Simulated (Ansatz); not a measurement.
An Ansatz (a first-principles code) input:

Ansatz 0.2 input:
```yaml
crystal:
  lattice:
    - [5.7240157291, 0.0, 0.0]
    - [-2.8620078645, 4.957143033, 0.0]
    - [0.0, 0.0, 7.6458424269]
  atoms:
    - { symbol: Cs, position: [0.0, 0.0, 0.0] }
    - { symbol: Cs, position: [0.0, 0.0, 0.5] }
    - { symbol: S, position: [0.3333333333, 0.6666666667, 0.25] }
    - { symbol: S, position: [0.6666666667, 0.3333333333, 0.75] }
    - { symbol: Cs, position: [0.6666666667, 0.3333333333, 0.25] }
    - { symbol: Cs, position: [0.3333333333, 0.6666666667, 0.75] }
kpoints:
  mp_grid: { grid: [4, 4, 2] }
hamiltonian:
  xc: hse06
  pseudopotentials: { kind: paw }
scf:
  n_extra_bands: 6
  occupations: { method: fixed }
output:
  eigenvalues: true
  eigenstates:
    e_range: [-9.0, 11.3]
    kpoints:
      - [0.333333, 0.333333, 0.0]  # VBM
      - [0.0, 0.0, 0.0]  # CBM
```

Task: How many symmetry operations and irreducible k-points will the run report?

Result: 24 operations, 8 of 32 k-points.

Task: With a cutoff of 420 eV, how many plane waves at Γ?

Result: 4237.

It took around 3 core-minutes (rough) on shared server cores.

The points marked VBM and CBM come from a semilocal run.

Space group P6_3/mmc. The workflow started from an entry of the Crystallography Open Database (COD), which files this formula under 2 space groups. Whether it is the stable phase at ambient conditions was not checked. The PBEsol relaxation kept the symmetry of its start; its stability against distortions is not shown here. The volume moved by -31 % from the start of the relaxation. The volume fell by over 15 % from the filed cell, which may lack light atoms or belong to other conditions. Spin–orbit coupling is left out wherever it is not named.

Potentials: the later of the program's two PAW sets.

Ansatz is a plane-wave DFT program.
